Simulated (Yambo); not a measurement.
Yambo run on KI (rock salt, space group Fm-3m, No. 225). The wavefunctions are norm-conserving PBEsol (Quantum ESPRESSO, 74 Ry, with spin-orbit coupling) ones on a 4×4×4 mesh (16 occupied bands); a = b = c = 4.9526 Å, α = β = γ = 60.00°.

Yambo input:

```
rim_cut
HF_and_locXC
RandQpts= 1000000
RandGvec= 1 Ry
EXXRLvcs= 74 Ry
VXCRLvcs= 296 Ry
% QPkrange
 1 | 1 | 14 | 18 |
 3 | 3 | 16 | 17 |
 7 | 7 | 16 | 17 |
 8 | 8 | 16 | 17 |
%
```

k points by index: 1 = Γ, 3 = L, 7 = X, 8 = W.

The o-*.hf file then holds:

```
#    K-point    Band    Eo [eV]    Ehf [eV]    Vxc [eV]    Vnlxc [eV]
#
    1    14    -0.46827E-13    -3.022975    -11.03276    -14.05574
    1    15    -0.46827E-13    -3.022979    -11.03276    -14.05574
    1    16    0.000000    -3.022974    -11.03276    -14.05574
    1    17    3.544131    7.172172    -6.707542    -3.079501
    1    18    3.544131    7.172172    -6.707542    -3.079501
    3    16    -0.396281    -3.521560    -10.64817    -13.77345
    3    17    5.081379    8.676870    -6.540183    -2.944692
    7    16    -0.419707    -3.623604    -10.70367    -13.90757
    7    17    4.455409    8.184365    -6.747587    -3.018632
    8    16    -0.742451    -3.997048    -10.31044    -13.56504
    8    17    5.984699    10.06425    -7.435225    -3.355674
```
Exchange alone, without screening.

Geometry relaxed with PBEsol.
